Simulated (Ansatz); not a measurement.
Problem. Name crystals whose computed values (r²SCAN (plane waves, PAW; program Ansatz)) fall in these windows: Θ_D (K) 250 to 310; G_Hill (GPa) 32 to 38; gap (eV) 0.35 to 0.48.

Solution. 

```csv
crystal,Θ_D (K),G_Hill (GPa),gap (eV)
"GaSb, zinc blende",270,34.8,0.42
```
Others may fit too.

The cell was relaxed under the symmetry of its start. Spin–orbit coupling is left out wherever it is not named.

Potentials: the later of the program's two PAW sets.
